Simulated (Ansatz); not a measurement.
**AlAu, first-principles data**

AlAu:
```cif
data_AlAu
_chemical_formula_sum 'Al1 Au1'
_space_group_name_H-M_alt 'Pm-3m'
_space_group_IT_number 221
_space_group_name_Hall '-P 4 2 3'
_cell_length_a 3.17798
_cell_length_b 3.17798
_cell_length_c 3.17798
_cell_angle_alpha 90.000
_cell_angle_beta 90.000
_cell_angle_gamma 90.000
loop_
_atom_site_label
_atom_site_type_symbol
_atom_site_symmetry_multiplicity
_atom_site_Wyckoff_symbol
_atom_site_fract_x
_atom_site_fract_y
_atom_site_fract_z
_atom_site_occupancy
Al1 Al 1 a 0.00000 0.00000 0.00000 1
Au1 Au 1 b 0.50000 0.50000 0.50000 1
```

Space group Pm-3m (No. 221), CsCl type; conventional cell a = b = c = 3.1780 Å, α = β = γ = 90.00°.

Method: PBEsol (plane waves, PAW; program Ansatz). Structure relaxed to zero pressure with the same functional. Other levels are named where they apply.

Cell and energy:

- Volume per atom = 16.05 Å³
- Density = 11.59 g/cm³
- Formation energy from the elements (no fitted shifts) = -27 kJ/mol-atom

Electronic structure:

- Electronic character: metallic (no gap)
- Density of states at the Fermi level: 0.31 states/eV per atom (mean over ±0.08 eV)
- Gap with spin–orbit coupling: none (metallic)

Mechanics:

- Bulk modulus (Birch–Murnaghan fit) = 126 GPa
- Pressure derivative B′ = 5.4
- Elastic constants (relaxed ions, GPa) = C11 = 120, C12 = 133, C44 = -7.5
- Mechanical stability = unstable (C has a negative eigenvalue)

Phonons:

Highest zone-centre frequency: 158 cm⁻¹
Zone-centre stability: no imaginary mode at Γ

The first step of the workflow began from a Materials Project structure, measured or hypothetical; the Crystallography Open Database copy checked does not list it. With Al and Au taken as one species the cell has the higher symmetry Im-3m, so it may be an ordered model of a mixed-site phase. Its standing as an ambient phase is unchecked. The cell was relaxed with PBEsol under the symmetry of its start. As this level gives no gap, shear constants depend on the k-mesh and smearing (Fermi–Dirac, 0.1 eV here). As this level gives no gap, phonon frequencies hold no LO–TO term and depend on the k-mesh and smearing (Fermi–Dirac, 0.1 eV here). The references are the lowest solids computed at this level, not always the standard phases. Spin–orbit coupling is left out wherever it is not named.

Potentials: the later of the program's two PAW sets.
